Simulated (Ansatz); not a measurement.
Ni (fcc, Cu type)

```xyz
1
Lattice="0.0000 1.7316 1.7316 1.7316 0.0000 1.7316 1.7316 1.7316 0.0000" Properties=species:S:1:pos:R:3 pbc="T T T"
Ni     0.0000     0.0000     0.0000
```

Equation-of-state scan: isotropic scaling of the cell above, V₀ being its volume. Symmetry pins the atoms to their sites.

Method: PBEsol (plane waves to 420 eV, PAW, scalar-relativistic; Ansatz, a quantum-chemistry and plane-wave program). k mesh 23×23×23 (Γ-centred), Fermi-Dirac smearing 0.05 eV. The energy includes the smearing's −TS. Stress and pressure are positive under compression. Ni was relaxed with its symmetry unable to fall. Relaxed Ni ends ferromagnetic. The PAW data are Ansatz's earlier set. Other magnetic orders were not checked, so this need not be the ground state. The zero of ΔE is the relaxed starting cell. The last digit holds for this mesh only.

| V (Å³/atom) | ΔE (meV/atom) |
|---|---|
| 8.722 | 268.4 |
| 9.055 | 159.8 |
| 9.387 | withheld |
| 9.719 | 34.8 |
| 10.052 | 8.1 |
| 10.384 | 0.0 |
| 10.716 | 7.2 |
| 11.048 | 27.0 |
| 11.381 | 57.4 |
| 11.713 | 96.3 |
| 12.045 | 142.3 |

Q: Fit a third-order Birch-Murnaghan form (E₀, V₀, B₀, B₀′ free) to the given rows and predict ΔE at V = 9.387.

A: Least squares on the 10 given rows: ΔE = E₀ + (9V₀B₀/16)·y²·[2 + (B₀′ − 4)y], y = (V₀/V)^(2/3) − 1, with V₀ = 10.385 Å³/atom, B₀ = 229.6 GPa (160.2 GPa = 1 eV/Å³; the term in eV is multiplied by 1000), B₀′ = 4.87, E₀ = 0.06 meV/atom; root-mean-square residual 0.11 meV/atom. At 9.387 the fit gives 83.8 meV/atom; the calculation gives 83.8 meV/atom, the same to the digits shown. For the pressure the fit gives 29.7 GPa against the computed 29.7 GPa.

(Under strain, the slope of the energy per volume gives the stress and its curvature an elastic modulus.)
